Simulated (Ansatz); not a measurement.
One stationary structure of ZnS. Space group F-43m (No. 216), zinc blende type. These are PBE (plane waves to 420 eV, PAW, scalar-relativistic; Ansatz, a first-principles code) values and carry that method's errors.

```cif
data_S4Zn4
_chemical_formula_sum 'S4 Zn4'
_space_group_name_H-M_alt 'F-43m'
_space_group_IT_number 216
_space_group_name_Hall 'F -4 2 3'
_cell_length_a 5.44323
_cell_length_b 5.44323
_cell_length_c 5.44323
_cell_angle_alpha 90.000
_cell_angle_beta 90.000
_cell_angle_gamma 90.000
loop_
_atom_site_label
_atom_site_type_symbol
_atom_site_symmetry_multiplicity
_atom_site_Wyckoff_symbol
_atom_site_fract_x
_atom_site_fract_y
_atom_site_fract_z
_atom_site_occupancy
S1 S 4 c 0.25000 0.25000 0.25000 1
Zn1 Zn 4 a 0.00000 0.00000 0.00000 1
```
(The calculation used a cell of 2 atoms; values per cell refer to that cell.)

**Question.** What is the computed band gap (PBE)?

**Answer.** 2.02 eV, direct at Γ (no spin-orbit coupling).

No spin polarisation in the result.

Measured for ZnS: a 5.41 Å (room temperature; as listed in Martin Albrecht, Beate Paulus, Hermann Stoll, Phys. Rev. B (1997)); gap 3.94 eV (static lattice; corrected from measurement; as listed in Wei Chen et al., Physical Review Materials (2018)). Computed minus measured — a: PBE +0.6 %; gap: PBE -1.92 eV. The computed values are for a static lattice, and a measured gap can be an optical one, lowered by exciton binding.

The run could not lose the symmetry of its start; a randomly shaken copy of 2 atoms returns to this structure.

All atoms sit on sites fixed by symmetry, so only the cell could relax.
